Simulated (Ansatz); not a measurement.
NiGe (CsCl type, Pm-3m) at seven volumes, plane-wave PAW PBE (Ansatz code), scaled uniformly. One row is withheld.

```tsv
V (Å³/atom)	P (GPa)
12.000	15.66
12.396	9.59
12.791	4.39
13.187	0.00
13.583	?
13.978	-6.67
14.374	-9.23
```

Question: Fit the shown pressures and predict the withheld one.

Answer: P = (3/2)B₀(x^(7/2) − x^(5/2))[1 + (3/4)(B′ − 4)(x − 1)] with x = (V₀/V)^(2/3). Least squares on the six rows gives V₀ = 13.191 Å³/atom, B₀ = 132 GPa, B′ = 4.78. At V = 13.583, x = 0.9807 and P = -3.60 GPa. The run itself gave -3.62 GPa.

A made-up cell: these elements were put on the sites of a structure type; neither database checked (COD, Materials Project) lists it. COD files the formula under space group No. 62, so this cell is another polymorph or a model. Whether it is the stable phase at ambient conditions was not checked. The cell was relaxed with PBE under the symmetry of its start; its stability against distortions is not shown here. The workflow began spin-polarised and lost its moments.

Potentials: the later of the program's two PAW sets.
